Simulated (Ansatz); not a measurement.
BP in space group P6_222 (No. 180; B on 3d, P on 3c) at seven volumes, the program Ansatz at the LDA level (PAW), shape and atoms relaxed at each. One row is withheld.

| V (Å³/atom) | P (GPa) |
|---|---|
| 9.519 | ? |
| 9.832 | 13.06 |
| 10.146 | 6.04 |
| 10.460 | -0.01 |
| 10.774 | -5.24 |
| 11.088 | -9.74 |
| 11.401 | -13.62 |

Question: Fit the shown pressures and predict the withheld one.

Answer: Third-order Birch–Murnaghan: P = (3/2)B₀(x^(7/2) − x^(5/2))[1 + (3/4)(B′ − 4)(x − 1)] with x = (V₀/V)^(2/3). Least squares on the six rows gives V₀ = 10.459 Å³/atom, B₀ = 187.1 GPa, B′ = 3.92. At V = 9.519, x = 1.0648 and P = 21.19 GPa. The run itself gave 21.21 GPa.

The start of the workflow was typed in or built on a structure type; neither database checked (COD, Materials Project) lists it. It is not the phase usual at ambient conditions (space group No. 216). The cell was relaxed with LDA under the symmetry of its start; whether a distortion lowers the energy is not shown.

Potentials: the earlier of the program's two PAW sets. The files were generated under PBE; for other functionals the program regenerates the frozen cores, and for LDA and PBEsol the local potential too.
